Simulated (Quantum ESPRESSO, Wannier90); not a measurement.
## Tight-binding from DFT: InTe (rock salt)

```
InTe
1.0
    0.00000     3.11983     3.11983
    3.11983     0.00000     3.11983
    3.11983     3.11983     0.00000
In Te
1 1
Direct
  0.00000   0.00000   0.00000
  0.50000   0.50000   0.50000
```

Structure: Materials Project mp-2597, symmetrised, not relaxed again. COD (Crystallography Open Database) has an entry of this formula and space group (matched by these alone). Level: PBEsol, no spin polarisation, no spin-orbit coupling; pw.x of Quantum ESPRESSO at 66 Ry with PseudoDojo potentials, 8×8×8 k-points, Wannier90. Density: 8×8×8 mesh, cold smearing 0.01 Ry. Spin-orbit coupling is left out although heavy elements are present.

Base run: 8 functions from bands 11-25 of the 25 computed, start hydrogen-like In: s;p; Te: s;p, frozen window up to 1.50 eV relative to the Fermi level, outer window open. One setting was then changed (edges relative to the Fermi level; misfit to pw.x on a path, for states up to 1.0 eV relative to the Fermi level).

```
run      Ω_I (Å²)  rms misfit (meV)  worst (meV)
-------  --------  ----------------  -----------
base        13.30               3.7           35
changed     12.59                79          689
```

### Question
Which change was made?
(A) no frozen window
(B) frozen window to -1.50 eV
(C) outer window to 11.89 eV
(D) only the lowest 10 of the kept bands
(E) outer window to 7.19 eV

### Answer
B, frozen window to -1.50 eV. The others give:

```tsv
run	Ω_I (Å²)	rms misfit (meV)	worst (meV)
no frozen window	11.86	215	1153
outer window to 11.89 eV	14.56	2.6	25
outer window to 7.19 eV	20.44	62	561
only the lowest 10 of the kept bands	17.05	1.4	14
```
